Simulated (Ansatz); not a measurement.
Ti$_{2}$O$_{3}$ (corundum)

```xyz
10
Lattice="2.4957 1.4409 4.5883 -2.4957 1.4409 4.5883 0.0000 -2.8818 4.5883" Properties=species:S:1:pos:R:3 pbc="T T T"
Ti     0.0000     0.0000    11.6411
Ti     0.0000     0.0000     2.1239
Ti     0.0000     0.0000     9.0064
Ti     0.0000     0.0000     4.7586
O     -0.9410    -1.4409     5.7354
O      0.9410     1.4409     8.0296
O      1.7184    -0.0945     5.7354
O     -1.7184     0.0945     8.0296
O     -0.7774     1.5354     5.7354
O      0.7774    -1.5354     8.0296
```

The atoms are displaced by Q × the pattern below (from a DFPT mode at Γ, largest move 1; Q in Å), at fixed cell.

```tsv
atom	x	y	z
Ti1	0.000	0.000	1.000
Ti2	0.000	0.000	-1.000
Ti3	0.000	0.000	-1.000
Ti4	0.000	0.000	1.000
O5	-0.530	0.000	0.000
O6	0.530	0.000	0.000
O7	0.265	-0.459	0.000
O8	-0.265	0.459	0.000
O9	0.265	0.459	0.000
O10	-0.265	-0.459	0.000
```

Level of theory: LDA (plane waves to 420 eV, PAW, scalar-relativistic; Ansatz, a quantum-chemistry and plane-wave program). k mesh 11×11×11 (Γ-centred), Fermi-Dirac smearing 0.05 eV. Left out: 4 of 13 points, with atoms too close for the PAW data. With partly filled bands, energies and forces of such displacements shift with the k mesh and the smearing. Ti2O3 is run without spin polarisation and with no Hubbard U. Ti2O3 was relaxed with its symmetry unable to fall. 

```
Q (Å)   −dE/dQ from forces (eV/Å)
------  -------------------------
-0.093                      5.579
-0.047                      2.382
0.000                      -0.003
0.047                      -2.045
0.093                      -3.982
0.140                      -5.799
0.187                      -7.485
0.233                      -9.117
0.280                     -10.842
```

What harmonic wavenumber does the curvature at Q = 0 give?

240 cm⁻¹. E″ = 46.17 eV/Å², M = Σ mᵢ|uᵢ|² = 218.4 u, ν̃ = 521.5·√(|E″|/M).

(A displaced cell: forces are minus the slopes of the energy, force constants its curvatures, and phonons follow from these.)
